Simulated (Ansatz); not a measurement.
SiC:
```
SiC
1.0
    3.07938     0.00000     0.00000
   -1.53969     2.66682     0.00000
    0.00000     0.00000    20.13703
Si C
8 8
Direct
  0.33333   0.66667   0.25011
  0.66667   0.33333   0.75011
  0.33333   0.66667   0.62499
  0.66667   0.33333   0.12499
  0.00000   0.00000   0.00009
  0.00000   0.00000   0.50009
  0.33333   0.66667   0.87518
  0.66667   0.33333   0.37518
  0.33333   0.66667   0.96891
  0.66667   0.33333   0.46891
  0.00000   0.00000   0.09386
  0.00000   0.00000   0.59386
  0.33333   0.66667   0.34412
  0.66667   0.33333   0.84412
  0.33333   0.66667   0.71874
  0.66667   0.33333   0.21874
```

Relaxed with PBEsol.

Task: Give the optical modes at the zone centre with their infrared activity from DFPT, PBEsol in the plane-wave PAW code Ansatz.

Result: Transverse frequencies, without the LO–TO term; a row sums one degenerate level.

```csv
ω (cm⁻¹),degeneracy,IR ((D/Å)²/amu),activity
109,2,0.00,IR-inactive
112,2,0.00,IR-inactive
191,2,0.00,IR-inactive
195,2,0.00,IR-inactive
211,1,0.00,IR-inactive
212,1,0.00,IR-inactive
238,2,0.00,IR-inactive
242,2,0.00,IR-inactive
255,2,0.00,IR-inactive
397,1,0.06,IR
401,1,0.01,IR-inactive
538,1,0.00,IR-inactive
545,1,0.00,IR-inactive
603,1,0.07,IR
761,2,0.14,IR
762,2,0.00,IR-inactive
768,2,0.00,IR-inactive
772,2,0.38,IR
775,2,0.59,IR
780,1,166.02,IR
783,2,0.00,IR-inactive
783,2,0.00,IR-inactive
788,2,320.39,IR
824,1,0.28,IR
854,1,0.00,IR-inactive
857,1,0.00,IR-inactive
903,1,0.14,IR
908,1,0.01,IR
936,1,0.00,IR-inactive
943,1,0.00,IR-inactive
```

Task: How high does the top mode go among those that the LO–TO term moves?

Result: 955 cm⁻¹ for q along x, 955 cm⁻¹ for q along y, 950 cm⁻¹ for q along z.

Space group P6_3mc. The workflow started from an entry of the Crystallography Open Database (COD). Its sites differ from those of the usual phase in this space group: another stacking or structure type. The cell was relaxed with PBEsol under the symmetry of its start; of distortions, only those at the zone centre were tested.

Potentials: the later of the program's two PAW sets.
